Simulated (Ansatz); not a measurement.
# SnTe (Fm-3m), effective masses from band slopes: input and output

Computed with r²SCAN, PAW on Ansatz 0.2.0's default frozen-core files (fitted under PBE), scalar-relativistic; not a measurement.

Cell and atoms were relaxed beforehand by PAW with this functional.

The run reads the converged density of an earlier one (folder ck) and closes the SCF again from it before it solves the listed points.

Command:

```sh
ansatz run input.yaml --threads 1 --pin off --max-ram 3072MiB --backend cpu --events-out ev --progress --plain --runs-dir out
```

input.yaml:

```yaml
crystal:
  lattice:
    - [0.0, 3.18593906373, 3.18593906373]
    - [3.18593906373, 0.0, 3.18593906373]
    - [3.18593906373, 3.18593906373, 0.0]
  atoms:
    - { symbol: Sn, position: [0.0, 0.0, 0.0] }
    - { symbol: Te, position: [0.5, 0.5, 0.5] }
kpoints:
  mp_grid: { grid: [10, 10, 10] }
scf:
  occupations: { method: fermi_dirac, width: 0.05 }
hamiltonian:
  xc: r2scan
  pseudopotentials: { kind: paw }
output:
  eigenstates:
    kpoints:
      - [0.0, 0.0, -0.5]
      - [0.0, 0.00253529, -0.49746471]
      - [0.0, 0.00507058, -0.49492942]
      - [0.0, 0.010141159, -0.489858841]
      - [0.00253529, 0.0, -0.49746471]
      - [0.00507058, 0.0, -0.49492942]
      - [0.010141159, 0.0, -0.489858841]
      - [0.00253529, 0.00253529, -0.5]
      - [0.00507058, 0.00507058, -0.5]
      - [0.010141159, 0.010141159, -0.5]
      - [0.001792721, 0.001792721, -0.496414559]
      - [0.003585441, 0.003585441, -0.492829118]
      # ... 28 further points ...
      - [0.011710002, 0.011710002, -0.488289998]
      - [-0.001035028, -0.001035028, -0.497929945]
      - [-0.002070055, -0.002070055, -0.495859889]
      - [-0.004140111, -0.004140111, -0.491719778]
    de_dk: true
    e_range: [-3, 3.135684577174]
checkpoint:
  read: ck
```

Output:

```
Warning: RAYON_NUM_THREADS=1 ignored (pool sized by the plan → 1); use --threads N
Engine: ansatz 0.2.0, aarch64-unknown-linux-gnu
Pseudopotentials: kind: paw
Pseudopotential: Sn, paw, valence charge 14, recommended cutoff 500 eV (meta_gga), Sn.paw.azcp
Pseudopotential: Te, paw, valence charge 16, recommended cutoff 500 eV (meta_gga), Te.paw.azcp
Functional definition: r2SCAN
  parameter k0 = 0.174
  parameter k1 = 0.065
  parameter a1 = 4.9479
  exchange = r2scan_x(k0 = k0, k1 = k1, a1 = a1)
  correlation = r2scan_c
Crystal: 2 atoms, lattice volume = 64.676 Å³
Basis set: ecut = 500 eV, 1639 PW (Γ), exchange–correlation on 144×144×144 points (64 copies of the dense FFT grid, shifted against one another)
Bands: 19, of which v1, the nominal top of the filled ones, is band 15 counted from 1 (14 counted from 0)
Symmetry: 48 space group operations
Space group: Fm-3m (ITA 225), of the structure as read, at distance tolerance 4.0e-5 Å
k-points: 47 of 1000
Non-local potential: Sn, projectors of the file, l = 0: 2, l = 1: 2, l = 2: 2, l = 3: 2
Non-local potential: Te, projectors of the file, l = 0: 2, l = 1: 2, l = 2: 2, l = 3: 2
PAW form: soft (Blöchl's): semilocal exchange-correlation on the pseudo side does not see the compensation charge
PAW frozen core: Sn, regenerated for the run's functional (the file was generated under x = pbe(κ = 0.804, μ = 0.2195149727645171), c = pbe(β = 0.06672455060314922))
PAW frozen core: Te, regenerated for the run's functional (the file was generated under x = pbe(κ = 0.804, μ = 0.2195149727645171), c = pbe(β = 0.06672455060314922))
PAW one-centre angular grid: Sn, 590 points (default); XC on 249 of its mesh's 2787 points in the sphere
PAW one-centre angular grid: Te, 590 points (default); XC on 160 Gauss nodes
Initial density: read from a saved state, or passed on in memory by an earlier SCF of this step, an earlier step, the calling program or the single point that the run made first
Stability of the state it starts from, as read at its close in the unpolarized treatment: not read negative (Ritz values of 1 − χ₀K, real part plus size of imaginary part, from 0.82 to 0.95, by its mixing steps under the symmetry ...
Initial wavefunctions: pseudopotential atomic-orbital guess
Functional: x = r2scan, c = r2scan; τ floored in thin density (d = 2e-4 eV/Å³)
iter 1 solved again at ethr=1.61e-7 eV; its pass at ethr=3.10e-3 eV (dr2=4.84e-5 eV) is discarded
SCF iter   1: F=—  HF=-13033.987131 eV  |F-HF|=—  |Δ(HF+E_count)|=         —  Δρ=4.78e-7  dr2=6.61e-11  dr2_τ=2.26e-11  ethr=1.61e-7  ⟨swp⟩=3.1  Hψ=7235  notcnv=0
eigensolver tolerance schedule: the retry pair's looser diagonalisation over-reported the residual by 732004.61 of it (diagonalisation noise at an unbounded share of the residual, at the tolerance the schedule requests for it); ...
preconditioner: auto → none  [insulator: Δε(μ)=0.136 eV  Ē_g=8.992 eV  σ=0.050 eV  W_gap=0.59  n_scr=14 (ndim 8)  ℏωp=14.6 eV  f_vac=0.014  D(μ)=0.06/eV (n_scr^D=0)  ε∞_Penn≈3.6]
SCF iter   2: F=—  HF=-13033.987132 eV  |F-HF|=—  |Δ(HF+E_count)|=   9.56e-7  Δρ=2.74e-7  dr2=4.99e-11  dr2_τ=2.22e-11  ethr=1.00e-12  ⟨swp⟩=4.1  Hψ=2531  notcnv=0
SCF iter   3: F=—  HF=-13033.987132 eV  |F-HF|=—  |Δ(HF+E_count)|=  1.46e-11  Δρ=1.71e-7  dr2=1.08e-11  dr2_τ=4.12e-12  ethr=1.00e-12  ⟨swp⟩=1.0  Hψ=893  notcnv=0
SCF iter   4: F=-13033.987132 eV  HF=-13033.987132 eV  |F-HF|=3.64e-12  |Δ(HF+E_count)|=  3.64e-12  Δρ=1.13e-7  dr2=3.70e-12  dr2_τ=1.31e-12  ethr=1.00e-12  ⟨swp⟩=2.7  Hψ=2168  notcnv=0
SCF 1 converged in 4 iterations: F = -13033.987132 eV  dr2 = 3.70e-12
  greatest PAW one-centre occupation: 0.997 electrons in one spin orbital (limit 2), on the Te atom at site 1 (counted from 0), in its partial waves of l = 2
NSCF: frozen V_eff on 44 k-points
SCF converged after 4 iterations
Free energy (F): -13033.987132 eV
Harris-Foulkes:  -13033.987132 eV  (|F-HF|=3.64e-12)
Internal energy: -13033.986670 eV  (E = F + TS)
E sigma→0 (E₀):  -13033.986901 eV
Entropy (-TS):   -0.000461 eV (-0.231 meV/atom)
Fermi energy:    9.310597 eV
--- Per-component energies (eV) ---
  E_band       = -387.855516
  E_kinetic    = 364.784261
  E_local      = -2204.078275  (includes V_loc(G=0)·N_el)
  E_nonlocal   = -343.686669
  E_hartree    = 1373.983187
  E_xc         = -490.629102
  E_vxc        = -216.671252  (∫ρ·V_xc dr)
  E_paw        = -8842.110241  (= ΣΔE_a)
  E_vpaw       = -749.548187  (= ΣTr[D̂ρ^β])
  E_aug_tail   = -0.000036  (compensation charges beyond the density's cutoff)
  E_vtau       = 13.378292  (kinetic-family band-sum trace: ∫τ·v_τ [+ j·A + Jᵃ·Aᵃ] dr)
  E_ewald      = -2893.269970
  E_core_change = 1.020175  (= ΣΔE_core)
  E_smearing   = -0.000461  (= −TS)
  E_closure    = -0.000000  (closes the sum)
  Σ components = -13033.987132   (vs F -13033.987132, Δ=0.00e0)
```

The calculation finished and met its thresholds.

### Band extrema

Band extrema of a crystal from Kohn-Sham levels and slopes, searched on the fine mesh and refined; masses in electron masses from slopes a step away, negative for holes; Cartesian axes as in the input; principal masses of single bands.

| Quantity | Value |
| --- | --- |
| Fine mesh | 16, 16, 16 |
| Band gap | 0.1357 eV |
| Least direct gap on mesh | 0.1357 eV |

```
      side  point  k a (r.l.u.)  k b (r.l.u.)  k c (r.l.u.)  valleys  level (eV over the valence top)  mass light (mₑ)  mass middle (mₑ)  mass heavy (mₑ)
conduction      L             0             0          -0.5        4                            0.136          0.06634            0.1251           0.1251
   valence      L             0             0          -0.5        4                                0         -0.01814          -0.01814         -0.07006
```

### Masses along directions

Branches counted from each extremum; the finite step makes the lightest masses up to 3 per cent heavy.

| Quantity | Value |
| --- | --- |
| Fine mesh | 16, 16, 16 |

| side | point | k a (r.l.u.) | k b (r.l.u.) | k c (r.l.u.) | direction | number | level from its edge (eV) | band mass (mₑ) |
| --- | --- | --- | --- | --- | --- | --- | --- | --- |
| conduction | L | 0 | 0 | -0.5 | 100 | 1 | 0 | 0.09662 |
| conduction | L | 0 | 0 | -0.5 | 100 | 2 | 0.196 | 0.7435 |
| conduction | L | 0 | 0 | -0.5 | 100 | 3 | 0.196 | 0.02313 |
| conduction | L | 0 | 0 | -0.5 | 010 | 1 | 0 | 0.09662 |
| conduction | L | 0 | 0 | -0.5 | 010 | 2 | 0.196 | 0.7435 |
| conduction | L | 0 | 0 | -0.5 | 010 | 3 | 0.196 | 0.02313 |
| conduction | L | 0 | 0 | -0.5 | 001 | 1 | 0 | 0.09662 |
| conduction | L | 0 | 0 | -0.5 | 001 | 2 | 0.196 | 0.7435 |
| conduction | L | 0 | 0 | -0.5 | 001 | 3 | 0.196 | 0.02313 |
| conduction | L | 0 | 0 | -0.5 | 110 | 1 | 0 | 0.07698 |
| conduction | L | 0 | 0 | -0.5 | 110 | 2 | 0.196 | 0.1979 |
| conduction | L | 0 | 0 | -0.5 | 110 | 3 | 0.196 | 0.05105 |
| conduction | L | 0 | 0 | -0.5 | 1-10 | 1 | 0 | 0.117 |
| conduction | L | 0 | 0 | -0.5 | 1-10 | 2 | 0.196 | 0.2317 |
| conduction | L | 0 | 0 | -0.5 | 1-10 | 3 | 0.196 | 0.01676 |
| conduction | L | 0 | 0 | -0.5 | 111 | 1 | 0 | 0.1076 |
| conduction | L | 0 | 0 | -0.5 | 111 | 2 | 0.196 | 0.181 |
| conduction | L | 0 | 0 | -0.5 | 111 | 3 | 0.196 | 0.01922 |
| conduction | L | 0 | 0 | -0.5 | 11-2 | 1 | 0 | 0.06775 |
| conduction | L | 0 | 0 | -0.5 | 11-2 | 2 | 0.196 | 1.146 |
| conduction | L | 0 | 0 | -0.5 | 11-2 | 3 | 0.196 | 0.09785 |
| valence | L | 0 | 0 | -0.5 | 100 | 1 | 0 | -0.02408 |
| valence | L | 0 | 0 | -0.5 | 010 | 1 | 0 | -0.02408 |
| valence | L | 0 | 0 | -0.5 | 001 | 1 | 0 | -0.02408 |
| valence | L | 0 | 0 | -0.5 | 110 | 1 | 0 | -0.03527 |
| valence | L | 0 | 0 | -0.5 | 1-10 | 1 | 0 | -0.01818 |
| valence | L | 0 | 0 | -0.5 | 111 | 1 | 0 | -0.01973 |
| valence | L | 0 | 0 | -0.5 | 11-2 | 1 | 0 | -0.05179 |

Keep in mind: frozen-core PAW files fitted under PBE, their cores solved anew for the functional of the run; no spin-orbit coupling on heavy atoms; semilocal gaps are low, and what follows the gap (onsets, screening, light masses) shifts with it; rock-salt SnTe distorts to a rhombohedral form at low temperature, and its gap hangs on spin-orbit coupling.

Time and hardware: 12 s on 1 thread of Arm Neoverse V1, on a shared host, peak memory 0.49 GiB.
